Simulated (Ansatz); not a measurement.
ScCu, DFT, LDA, PAW with Ansatz's default frozen-core files, scalar-relativistic (Ansatz 0.2.0), run on 1 thread of Intel(R) Xeon(R) Platinum 8488C (Sapphire Rapids) on a shared host.

The geometry is COD entry 1523972, unchecked; take it as a test cell. The listed cell was then made from it by scaling, straining or moving an atom.

Command: `ansatz run input.yaml --threads 1 --pin off --max-ram 3072MiB --backend cpu --events-out ev --progress --plain --runs-dir out`

```yaml
crystal:
  lattice:
    - [3.22344, 0.0, 0.0]
    - [0.0, 3.22344, 0.0]
    - [0.0, 0.0, 3.256]
  atoms:
    - { symbol: Sc, position: [0.5, 0.5, 0.5] }
    - { symbol: Cu, position: [0.0, 0.0, 0.0] }
kpoints:
  mp_grid: { grid: [11, 11, 11] }
scf:
  occupations: { method: fermi_dirac, width: 0.05 }
hamiltonian:
  xc: lda
  pseudopotentials: { kind: paw }
output:
  forces: true
  stress: true
  eigenvalues: true
  efg: { contact_densities: true }
  write_density: true
  write_potential: true
  elf: true
  volumetric_format: npy
```

Q: How large is the problem that the program sets up?

A: 126 irreducible k-points, 691 plane waves at Γ, 19 bands.

Q: About how long does it take, and how much memory does it use?

A: 4.8 s of wall time for 6 SCF iterations, with a peak of 0.47 GiB. Times on shared machines scatter by tens of per cent.

Q: And the same cell and mesh by crystal-made all-electron datasets, asked for forces, stress, eigenvalues, efg, on the same hardware?

A: 14 s, peak memory 0.57 GiB.
